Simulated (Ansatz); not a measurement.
Ansatz input file:

```yaml
crystal:
  lattice:
    - [3.811, 0.0, 0.0]
    - [-1.9055, 3.3004228138, 0.0]
    - [0.0, 0.0, 6.234]
  atoms:
    - { symbol: Zn, position: [0.3333333333, 0.6666666667, 0.0] }
    - { symbol: Zn, position: [0.6666666667, 0.3333333333, 0.5] }
    - { symbol: S, position: [0.3333333333, 0.6666666667, 0.385] }
    - { symbol: S, position: [0.6666666667, 0.3333333333, 0.885] }
basis:
  ecutwfc: 500
kpoints:
  mp_grid: { grid: [6, 6, 4] }
hamiltonian:
  xc: r2scan
scf:
  occupations: { method: gaussian, width: 0.02 }
output:
  forces: true
  stress: true
  eigenvalues: true
  write_density: true
  write_potential: true
  elf: true
  volumetric_format: npy
relax:
  adjacent_minimum: "off"
  f_tol: 0.005
  max_steps: 80
  cell: { stress_tol: 0.05 }
```

Launched with
```bash
ansatz run input.yaml --threads 1 --pin off --max-ram 2560MiB --backend cpu --events-out ev --progress --plain --runs-dir out
```

Theory: Ansatz 0.2.0, DFT r2SCAN, scalar-relativistic, plane waves, PAW.

From the run's log, abridged:

```
Pseudopotentials: kind: paw
Pseudopotential: Zn, paw, valence charge 12, recommended cutoff 500 eV (meta_gga)
Pseudopotential: S, paw, valence charge 6, recommended cutoff 500 eV (meta_gga)
Functional definition: r2SCAN
Crystal: 4 atoms, lattice volume = 78.411 Å³
Basis set: ecut = 500 eV, 1973 PW (Γ), exchange–correlation on 120×120×192 points (64 copies of the dense FFT grid, shifted against one another)
Bands: 22, of which v1, the nominal top of the filled ones, is band 18 counted from 1 (17 counted from 0)
Symmetry: 12 space group operations
Space group: P63mc (ITA 186), of the structure as read, at distance tolerance 4.3e-5 Å
k-points: 21 of 144 (time reversal used)
Initial density: superposition of atomic densities (neutral atoms: chi_scale 0, normalization atom), corrected by the library's trained network
Initial wavefunctions: pseudopotential atomic-orbital guess
Functional: x = r2scan, c = r2scan; τ floored in thin density (d = 2e-4 eV/Å³)
SCF iter   1: F=—  HF=-8466.869681 eV  |F-HF|=—  |Δ(HF+E_count)|=         —  Δρ=1.55e-2  dr2=9.31e-2  dr2_τ=1.35e-2  ethr=1.77e-3  ⟨swp⟩=6.3  Hψ=2272  notcnv=0
SCF iter   2: F=—  HF=-8466.870287 eV  |F-HF|=—  |Δ(HF+E_count)|=   6.06e-4  Δρ=2.42e-3  dr2=2.79e-3  dr2_τ=5.23e-4  ethr=2.59e-4  ⟨swp⟩=2.3  Hψ=1060  notcnv=0
SCF iter   3: F=—  HF=-8466.867023 eV  |F-HF|=—  |Δ(HF+E_count)|=   3.26e-3  Δρ=3.27e-3  dr2=3.91e-3  dr2_τ=2.83e-5  ethr=7.74e-6  ⟨swp⟩=2.0  Hψ=883  notcnv=0
SCF iter   4: F=—  HF=-8466.866727 eV  |F-HF|=—  |Δ(HF+E_count)|=   2.96e-4  Δρ=6.90e-4  dr2=1.99e-4  dr2_τ=6.96e-6  ethr=7.74e-6  ⟨swp⟩=2.8  Hψ=810  notcnv=0
SCF iter   5: F=—  HF=-8466.866761 eV  |F-HF|=—  |Δ(HF+E_count)|=   3.42e-5  Δρ=1.60e-4  dr2=1.54e-5  dr2_τ=4.85e-7  ethr=5.52e-7  ⟨swp⟩=2.0  Hψ=838  notcnv=0
SCF iter   6: F=—  HF=-8466.866770 eV  |F-HF|=—  |Δ(HF+E_count)|=   9.35e-6  Δρ=4.21e-5  dr2=8.83e-7  dr2_τ=5.01e-9  ethr=4.27e-8  ⟨swp⟩=2.0  Hψ=840  notcnv=0
SCF iter   7: F=-8466.866771 eV  HF=-8466.866771 eV  |F-HF|=1.04e-8  |Δ(HF+E_count)|=   3.98e-7  Δρ=5.39e-6  dr2=2.39e-8  dr2_τ=5.33e-10  ethr=2.78e-10  ⟨swp⟩=9.9  Hψ=3946  notcnv=0
SCF 1 converged in 7 iterations: F = -8466.866771 eV  dr2 = 2.39e-8
relax step   1: F+E_penalty+E_count = -8466.86677060 eV  Δ(F+E_penalty+E_count) = +0.000e0 eV  max|allowed force component| = 3.179e-1 eV/Å  Δτ_max = 0.0000 Å  P = +0.127 GPa  Ω = 78.411 Å³  (7 SCF iters, dr2 threshold 1.00e-7 eV, accepted)
Crystal: 4 atoms, lattice volume = 78.418 Å³
Initial density: handed on by an earlier stage of this run
Initial wavefunctions: those handed on with the density
SCF iter   1: F=—  HF=-8466.875414 eV  |F-HF|=—  |Δ(HF+E_count)|=         —  Δρ=1.54e-3  dr2=1.02e-3  dr2_τ=3.29e-3  ethr=2.84e-6  ⟨swp⟩=2.7  Hψ=2535  notcnv=0
SCF iter   2: F=—  HF=-8466.877920 eV  |F-HF|=—  |Δ(HF+E_count)|=   2.51e-3  Δρ=7.18e-4  dr2=1.90e-4  dr2_τ=7.10e-6  ethr=2.83e-6  ⟨swp⟩=2.0  Hψ=924  notcnv=0
SCF iter   3: F=—  HF=-8466.877943 eV  |F-HF|=—  |Δ(HF+E_count)|=   2.32e-5  Δρ=1.89e-4  dr2=2.13e-5  dr2_τ=4.55e-7  ethr=5.28e-7  ⟨swp⟩=2.7  Hψ=828  notcnv=0
SCF iter   4: F=—  HF=-8466.877959 eV  |F-HF|=—  |Δ(HF+E_count)|=   1.53e-5  Δρ=9.03e-5  dr2=4.54e-6  dr2_τ=4.67e-8  ethr=5.93e-8  ⟨swp⟩=2.0  Hψ=796  notcnv=0
SCF iter   5: F=—  HF=-8466.877957 eV  |F-HF|=—  |Δ(HF+E_count)|=   1.34e-6  Δρ=3.53e-5  dr2=9.76e-7  dr2_τ=1.10e-8  ethr=1.26e-8  ⟨swp⟩=2.0  Hψ=798  notcnv=0
SCF iter   6: F=-8466.877957 eV  HF=-8466.877957 eV  |F-HF|=4.58e-8  |Δ(HF+E_count)|=   4.49e-8  Δρ=8.43e-6  dr2=6.06e-8  dr2_τ=8.24e-10  ethr=1.11e-9  ⟨swp⟩=10.0  Hψ=3810  notcnv=0
SCF 2 converged in 6 iterations: F = -8466.877957 eV  dr2 = 6.06e-8
  Residual-converged pass: ⟨swp⟩=1.0  Hψ=546  notcnv=0  max |occ|·‖R‖ = 7.0e-9 eV (tolerance 1.0e-8 eV) dr2=6.06e-8  dr2_τ=8.24e-10  dr2_onsite=1.30e-8  max |Δocc| = 0.0e0
relax step   2: F+E_penalty+E_count = -8466.87795743 eV  Δ(F+E_penalty+E_count) = -1.119e-2 eV  max|allowed force component| = 2.276e-1 eV/Å  Δτ_max = 0.0118 Å  P = +0.043 GPa  Ω = 78.418 Å³  energy of the carried Pulay correction = -1.565e-6 eV  (6 SCF iters, dr2 threshold 4.00e-7 eV, accepted)
Crystal: 4 atoms, lattice volume = 78.062 Å³
SCF iter   1: F=—  HF=-8466.876546 eV  |F-HF|=—  |Δ(HF+E_count)|=         —  Δρ=3.38e-3  dr2=5.83e-3  dr2_τ=1.59e-2  ethr=1.55e-5  ⟨swp⟩=1.7  Hψ=2606  notcnv=0
SCF iter   2: F=—  HF=-8466.886950 eV  |F-HF|=—  |Δ(HF+E_count)|=   1.04e-2  Δρ=1.51e-3  dr2=9.81e-4  dr2_τ=3.85e-5  ethr=1.55e-5  ⟨swp⟩=2.5  Hψ=940  notcnv=0
SCF iter   3: F=—  HF=-8466.886969 eV  |F-HF|=—  |Δ(HF+E_count)|=   1.83e-5  Δρ=3.66e-4  dr2=7.86e-5  dr2_τ=2.25e-6  ethr=2.72e-6  ⟨swp⟩=2.0  Hψ=875  notcnv=0
SCF iter   4: F=—  HF=-8466.887031 eV  |F-HF|=—  |Δ(HF+E_count)|=   6.28e-5  Δρ=1.21e-4  dr2=9.41e-6  dr2_τ=1.55e-7  ethr=2.18e-7  ⟨swp⟩=2.0  Hψ=776  notcnv=0
SCF iter   5: F=—  HF=-8466.887036 eV  |F-HF|=—  |Δ(HF+E_count)|=   4.94e-6  Δρ=1.02e-4  dr2=4.74e-6  dr2_τ=5.11e-8  ethr=2.62e-8  ⟨swp⟩=2.0  Hψ=805  notcnv=0
SCF iter   6: F=-8466.887033 eV  HF=-8466.887033 eV  |F-HF|=1.67e-7  |Δ(HF+E_count)|=   3.21e-6  Δρ=1.83e-5  dr2=2.80e-7  dr2_τ=3.23e-9  ethr=1.11e-9  ⟨swp⟩=7.2  Hψ=3611  notcnv=0
SCF 3 converged in 6 iterations: F = -8466.887033 eV  dr2 = 2.80e-7
relax step   3: F+E_penalty+E_count = -8466.88703335 eV  Δ(F+E_penalty+E_count) = -9.076e-3 eV  max|allowed force component| = 6.575e-2 eV/Å  Δτ_max = 0.0248 Å  P = +0.306 GPa  Ω = 78.062 Å³  energy of the carried Pulay correction = +7.995e-5 eV  (6 SCF iters, dr2 threshold 4.00e-7 eV, accepted)
Crystal: 4 atoms, lattice volume = 78.382 Å³
SCF iter   1: F=—  HF=-8466.887725 eV  |F-HF|=—  |Δ(HF+E_count)|=         —  Δρ=5.44e-4  dr2=2.22e-4  dr2_τ=4.34e-4  ethr=6.10e-7  ⟨swp⟩=3.2  Hψ=2870  notcnv=0
SCF iter   2: F=—  HF=-8466.888266 eV  |F-HF|=—  |Δ(HF+E_count)|=   5.42e-4  Δρ=2.45e-4  dr2=4.94e-5  dr2_τ=1.31e-6  ethr=6.10e-7  ⟨swp⟩=2.0  Hψ=908  notcnv=0
SCF iter   3: F=—  HF=-8466.888259 eV  |F-HF|=—  |Δ(HF+E_count)|=   7.56e-6  Δρ=8.08e-5  dr2=3.76e-6  dr2_τ=3.79e-7  ethr=1.37e-7  ⟨swp⟩=2.0  Hψ=797  notcnv=0
SCF iter   4: F=—  HF=-8466.888260 eV  |F-HF|=—  |Δ(HF+E_count)|=   1.20e-6  Δρ=3.51e-5  dr2=9.12e-7  dr2_τ=1.79e-8  ethr=1.05e-8  ⟨swp⟩=2.1  Hψ=804  notcnv=0
SCF iter   5: F=-8466.888260 eV  HF=-8466.888260 eV  |F-HF|=1.85e-7  |Δ(HF+E_count)|=   1.16e-7  Δρ=2.66e-5  dr2=2.85e-7  dr2_τ=3.78e-9  ethr=1.11e-9  ⟨swp⟩=10.3  Hψ=4364  notcnv=0
SCF 4 converged in 5 iterations: F = -8466.888260 eV  dr2 = 2.85e-7
relax step   4: F+E_penalty+E_count = -8466.88825977 eV  Δ(F+E_penalty+E_count) = -1.226e-3 eV  max|allowed force component| = 1.598e-4 eV/Å  Δτ_max = 0.0030 Å  P = -0.025 GPa  Ω = 78.382 Å³  energy of the carried Pulay correction = +6.569e-6 eV  (5 SCF iters, dr2 threshold 4.00e-7 eV, accepted)
Initial wavefunctions: pseudopotential atomic-orbital guess (no wavefunctions were taken with the density)
SCF iter   1: F=—  HF=-8466.888248 eV  |F-HF|=—  |Δ(HF+E_count)|=         —  Δρ=2.78e-5  dr2=3.05e-7  dr2_τ=6.39e-9  ethr=2.12e-7  ⟨swp⟩=3.0  Hψ=3576  notcnv=0
SCF iter   2: F=—  HF=-8466.888246 eV  |F-HF|=—  |Δ(HF+E_count)|=   2.49e-6  Δρ=1.21e-5  dr2=1.14e-7  dr2_τ=2.61e-9  ethr=8.47e-10  ⟨swp⟩=2.0  Hψ=810  notcnv=0
SCF iter   3: F=—  HF=-8466.888246 eV  |F-HF|=—  |Δ(HF+E_count)|=   1.35e-9  Δρ=8.13e-6  dr2=4.67e-8  dr2_τ=6.24e-10  ethr=3.17e-10  ⟨swp⟩=2.0  Hψ=673  notcnv=0
SCF iter   4: F=—  HF=-8466.888246 eV  |F-HF|=—  |Δ(HF+E_count)|=   2.02e-8  Δρ=2.21e-6  dr2=3.57e-9  dr2_τ=1.16e-10  ethr=1.30e-10  ⟨swp⟩=2.9  Hψ=853  notcnv=0
SCF iter   5: F=—  HF=-8466.888246 eV  |F-HF|=—  |Δ(HF+E_count)|=   1.59e-9  Δρ=4.06e-7  dr2=1.08e-10  dr2_τ=1.36e-12  ethr=9.92e-12  ⟨swp⟩=2.9  Hψ=885  notcnv=0
SCF iter   6: F=-8466.888246 eV  HF=-8466.888246 eV  |F-HF|=1.82e-12  |Δ(HF+E_count)|=  5.09e-11  Δρ=5.61e-8  dr2=3.67e-12  dr2_τ=1.32e-13  ethr=1.00e-12  ⟨swp⟩=6.0  Hψ=2311  notcnv=0
SCF 5 converged in 6 iterations: F = -8466.888246 eV  dr2 = 3.67e-12
SCF converged after 6 iterations
Free energy (F): -8466.888246 eV
Harris-Foulkes:  -8466.888246 eV  (|F-HF|=1.82e-12)
Internal energy: -8466.888246 eV  (E = F + TS)
E sigma→0 (E₀):  -8466.888246 eV
Fermi energy:    7.005262 eV
--- Per-component energies (eV) ---
  E_band       = -2.708376
  E_kinetic    = 475.157998
  E_local      = -4090.514365  (includes V_loc(G=0)·N_el)
  E_nonlocal   = 1293.328173
  E_hartree    = 1716.669015
  E_xc         = -431.572287
  E_vxc        = -296.436886  (∫ρ·V_xc dr)
  E_paw        = -4919.954549  (= ΣΔE_a)
  E_vpaw       = -832.239317  (= ΣTr[D̂ρ^β])
  E_aug_tail   = -0.000122  (compensation charges beyond the density's cutoff)
  E_vtau       = 14.658057  (kinetic-family band-sum trace: ∫τ·v_τ [+ j·A + Jᵃ·Aᵃ] dr)
  E_ewald      = -2509.417338
  E_core_change = -0.584771  (= ΣΔE_core)
  E_smearing   =  0.000000  (= −TS)
--- Forces (eV/Å), atoms counted from 1 ---
  atom   1  Zn     0.00000000     0.00000000    -0.00030896
  atom   2  Zn     0.00000000     0.00000000    -0.00030896
  atom   3  S      0.00000000     0.00000000     0.00030205
  atom   4  S      0.00000000     0.00000000     0.00030205
--- Stress (GPa, compression-positive) ---
       -0.021140       0.000000       0.000000
        0.000000      -0.021140       0.000000
        0.000000       0.000000      -0.032583
  P = ⅓ Tr σ = -0.0250 GPa (-0.250 kbar)
--- Band table (eV; the first three rows and the last of 21) ---
  k-point 0: bands = ["-8.1341", "-7.1713", "-0.9149", "-0.8996", "-0.8996", "-0.8092", "-0.8092", "-0.4121", "-0.4121", "-0.3345", "-0.3345", "-0.1795", "0.1483", "4.6962", "4.6962", "5.5322", "5.6174", "5.6174", "8.3930", "9.2260", "12.3896", "12.3896"]
  k-point 1: bands = ["-8.0120", "-7.3352", "-0.9194", "-0.8901", "-0.8901", "-0.8264", "-0.8264", "-0.6567", "-0.3980", "-0.3980", "-0.3430", "-0.3430", "1.1448", "4.4607", "4.8216", "4.8216", "5.4717", "5.4717", "9.2641", "9.3867", "12.3489", "12.4809"]
  k-point 2: bands = ["-7.6941", "-7.6941", "-0.8814", "-0.8814", "-0.8620", "-0.8620", "-0.8620", "-0.8620", "-0.3677", "-0.3677", "-0.3677", "-0.3677", "2.7198", "2.7198", "5.1366", "5.1366", "5.1366", "5.1366", "9.7157", "9.7157", "12.8441", "12.8441"]
  k-point 20: bands = ["-6.9160", "-6.9160", "-0.7588", "-0.7588", "-0.7253", "-0.7253", "-0.4945", "-0.4945", "-0.4120", "-0.4120", "-0.0353", "-0.0353", "0.7923", "0.7923", "2.4860", "2.4860", "4.2160", "4.2160", "10.5963", "10.5963", "12.3012", "12.3012"]
--- Relaxed structure (4 steps of the walk, 4 accepted, 1 SCFs on fresh bases) ---
  F+E_penalty+E_count = -8466.88824561 eV   max|allowed force component| = 3.055e-4 eV/Å   (the final SCF, on the basis selected at the relaxed cell)
  cell:  # Å, volume = 78.3820 Å³
    - [3.80672175, 0.0, 0.0]
    - [-1.90336087, 3.29671774, 0.0]
    - [0.0, 0.0, 6.24573526]
  atoms:
    - { symbol: Zn, position: [0.33333333, 0.66666666, 0.00538807] }
    - { symbol: Zn, position: [0.66666666, 0.33333333, 0.50538807] }
    - { symbol: S, position: [0.33333333, 0.66666666, 0.37961192] }
    - { symbol: S, position: [0.66666666, 0.33333333, 0.87961192] }
```

The relaxation met its thresholds.

Time: 50 s on 1 thread of Intel(R) Xeon(R) Platinum 8259CL CPU @ 2.50GHz (Skylake/Cascade Lake), on a shared host, peak memory 0.58 GiB.